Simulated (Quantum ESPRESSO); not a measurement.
## AlCuPd3Pt3 in 6 site orders

All numbers below are calculated, not measured. They come from Quantum ESPRESSO 7.5, a public plane-wave density functional program. Each row is one single-point run on a made-up periodic cell of eight metal atoms, with elements, volume, strain and displacements drawn at random and not relaxed, so a cell may be unstable or far from any real phase. There is no spin polarisation or spin-orbit coupling.

Settings: PBE unless stated; PseudoDojo standard norm-conserving files; Fermi-Dirac width 0.25 eV, which means electrons at about 2900 K; cutoff 1252 eV; 6 x 6 x 3 k mesh shifted half a step off Gamma. E is the free energy of the whole cell (internal energy minus TS), so a -TS column is already part of it. Stress is positive in tension, and the pressure P is minus a third of its trace.

Checks: one run of this series was repeated at a higher cutoff and on a denser mesh, which moved values by no more than 0.007 eV, 0.07 GPa and 0.005 eV/Å, and a second program with other atomic files agreed on it to 2 % rms in force and 0.5 GPa in pressure. Known limits: the copper pseudopotential is less sure than most, with forces differing by about three percent and pressure by about two GPa from a second method on plain copper; heavy elements are run without spin-orbit coupling, which real alloys of them have; a spin test at this wide smearing found no moment, but such smearing suppresses magnetism that the real alloy may have.

The lattice is face-centred cubic, and the cell vectors in Å are (0.000, 0.000, -3.972); (3.972, 0.000, 0.000); (0.000, -7.944, 0.000), a volume of 125.35 Å³. The runs put one composition on the same eight displaced sites in different orders. E is counted from run 1, and the rms force is over all 24 components. Nothing is relaxed, so E mixes bonding between neighbours with strain on unrelaxed sites, and it is not an ordering energy.

```
run,elements on sites 1 to 8,E (eV),-TS (eV),rms force (eV/Å),largest force (eV/Å),P (GPa)
1,Pt Pd Al Pd Pt Pd Cu Pt,0.000,-1.402,0.350,0.90,-7.38
2,Pd Pd Pd Cu Pt Pt Pt Al,0.286,-1.410,0.546,1.42,-5.98
3,Pt Al Pd Pt Pd Cu Pt Pd,0.190,-1.379,0.528,1.51,-6.22
4,Pt Cu Pt Pt Al Pd Pd Pd,0.183,-1.399,0.564,1.67,-6.34
5,Pt Al Pd Pt Cu Pt Pd Pd,0.284,-1.382,0.573,1.58,?
6,Al Pt Pd Pt Pd Cu Pt Pd,0.126,-1.406,0.400,1.01,-6.95
```

## Worked fit

A straight line through the runs shown gives P = -7.40 + 5.28 E GPa with E in eV, an error of 0.85 on the slope and a scatter of 0.18 GPa. At this fixed volume the orders of higher energy tend to have the higher pressure.

## Withheld value

Question: what pressure should run 5 give?

The fit gives -5.90 ± 0.22 GPa. The calculation gave -6.07 GPa.
